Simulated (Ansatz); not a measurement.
# An elastic constant from a strain scan in Sn3Se

Level of theory: DFT PBEsol, scalar-relativistic, plane waves, PAW in Ansatz 0.2.0. Settings: plane waves to 420 eV, k-mesh 12×12×12 (Γ-centred), Gaussian smearing 0.15 eV. No spin polarisation. Energies are free energies at this smearing, counted from the undisturbed cell; pressure is positive in compression.

Reference structure (relaxed at this level; with this scan's settings it stands at 0.1 GPa; it needn't be the usual structure):

```xyz
4
Lattice="0.0000 3.6582 3.6582 3.6582 0.0000 3.6582 3.6582 3.6582 0.0000" Properties=species:S:1:pos:R:3 pbc="T T T"
Sn    1.8291    1.8291    1.8291
Sn    5.4873    5.4873    5.4873
Sn    3.6582    3.6582    3.6582
Se    0.0000    0.0000    0.0000
```

The cell is strained by ε times the Voigt pattern (0, 0, 1, 0, 0, 0) (xx, yy, zz, yz, xz, xy; engineering shear) with fractional coordinates fixed. The cell holds 4 atoms in V0 = 97.91 Å³. The stress column is τ = (1/V0) dE/dε, got from the stress tensor σ (compression positive) at each point as −det(1 + εP) σ : P(1 + εP)⁻¹, with P the pattern as a tensor.

```
      ε  ΔE (meV/atom)  τ (GPa)
-0.1000         59.494   -8.747
-0.0750         31.687   -5.894
-0.0500         13.598   -3.684
-0.0250          3.302   -1.713
 0.0000          0.000   -0.096
 0.0250          2.296    1.290
 0.0500          9.672    2.546
 0.0750         21.522    3.623
 0.0875         28.887    4.084
 0.1000              ?        ?
```

**Question.** Which combination of elastic constants does this scan measure, and how large is it?

**Answer.** For small ε, τ = τ0 + Kε with K = pᵀCp, which for this pattern is C11 in the cubic axes. The parabola through τ at ε = -0.0250, 0 and 0.0250 has slope K = 60 GPa at zero. The energies per cell, E = NΔE, of the same two points give K = 2[E(ε₊)/ε₊ − E(ε₋)/ε₋]/[(ε₊ − ε₋)V0] = 59 GPa, in agreement.

**Question.** Predict the withheld row at ε = 0.1000 from the harmonic law, and compare.

**Answer.** ΔE = V0(τ0 ε + Kε²/2)/N = 44.407 meV/atom and τ = 5.91 GPa. The calculation gives 37.098 meV/atom and 4.51 GPa: the energy lies 16 % below the harmonic value, as bonds soften when stretched.

In a metal these slopes depend on the k mesh and the smearing.

Cost: 10 runs of about 2.5 core-minutes in all, on Intel Xeon 6975P-C (Granite Rapids) (shared hosts).